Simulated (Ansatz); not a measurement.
# Mechanical response of Ir (Fm-3m)

```
CELL_PARAMETERS angstrom
0.00000 1.91550 1.91550
1.91550 0.00000 1.91550
1.91550 1.91550 0.00000
ATOMIC_POSITIONS crystal
Ir 0.00000 0.00000 0.00000
```

Unless marked otherwise, the numbers come from PBEsol, all-electron LAPW in Ansatz 0.2.0, scalar-relativistic. k mesh 22×22×22, Fermi-Dirac smearing of 0.080 eV, basis error target 0.5 meV/atom. The cell was relaxed by PAW under this functional.

The cell is cubic and carries a residual pressure of -0.04 GPa at this level. Each strain component that symmetry leaves independent is applied at ±0.005, the ions relax wherever a strain frees them, and the stress (tension positive, GPa) is read. Shears are engineering strains, γ = 2ε.

```
strain    size      σxx      σyy      σzz      σyz     σxz     σxy
    xx  -0.005  -3.2091  -1.2745  -1.2745   0.0000  0.0000  0.0000
    xx  +0.005   3.1922   1.3058   1.3058   0.0000  0.0000  0.0000
    yz  -0.005   0.0430   0.0235   0.0235  -1.4072  0.0000  0.0000
    yz  +0.005   0.0430   0.0235   0.0235   1.4072  0.0000  0.0000
```

A central difference gives one constant, for example C11 ≈ (3.1922 − (-3.2091))/(0.01) = 640.1 GPa; the program then imposes the crystal's symmetry on the whole matrix.

**Question.** What are the independent elastic constants?

**Answer.** C11 = 640.1, C12 = 258.0, C44 = 281.4 GPa.

**Question.** Do they meet the Born conditions?

**Answer.** C11 − C12 = 382.1, C11 + 2C12 = 1156.2 and C44 = 281.4 GPa must all be positive, so the crystal is elastically stable; that says nothing yet of its phonons.

**Question.** What moduli does a random aggregate of grains have?

**Answer.** B = (C11 + 2C12)/3 = 385.4 GPa. G_V = (C11 − C12 + 3C44)/5 = 245.3 and G_R = 5(C11 − C12)C44/(4C44 + 3(C11 − C12)) = 236.7, so G_H = 241.0 GPa. Then E = 9BG/(3B + G) = 598.2 GPa, ν = (3B − 2G)/(6B + 2G) = 0.241 and B/G = 1.60, on the brittle side of Pugh's 1.75 (a rule of thumb).

**Question.** With the density of 22.708 g/cm³, how fast does sound travel, and what Debye temperature follows?

**Answer.** 

```csv
direction,slow (m/s),middle (m/s),fast (m/s)
[100],3521,3521,5309
[110],2901,3521,5672
[111],3121,3121,5788
```

The mean of v⁻³ over directions and branches gives v_m = 3602 m/s and θ_D = (ħ/k_B) v_m (6π²n)^(1/3) = 444 K, n being atoms per volume. Young's modulus spans 492 to 679 GPa over directions, and the universal anisotropy index is 0.18.

**Question.** How far do the constants move if PAW replaces LAPW in the same cell?

**Answer.** 

```json
{"constant": "C11", "LAPW (GPa)": "640.1", "PAW (GPa)": "640.7", "difference": "0.6"}
{"constant": "C12", "LAPW (GPa)": "258.0", "PAW (GPa)": "258.6", "difference": "0.6"}
{"constant": "C44", "LAPW (GPa)": "281.4", "PAW (GPa)": "281.7", "difference": "0.3"}
```

**Question.** How far do the constants move if all-electron PAW (datasets made for the crystal) replaces LAPW in the same cell?

**Answer.** 

```
constant  LAPW (GPa)  all-electron PAW (datasets made for the crystal) (GPa)  difference
     C11       640.1                                                   640.1         0.0
     C12       258.0                                                   258.1         0.1
     C44       281.4                                                   281.4         0.0
```

Keep in mind: responses of metals move with mesh and smearing; no spin-orbit coupling on heavy atoms; the frozen-core PAW files of the compared runs were fitted under PBE, their cores solved anew for this functional.
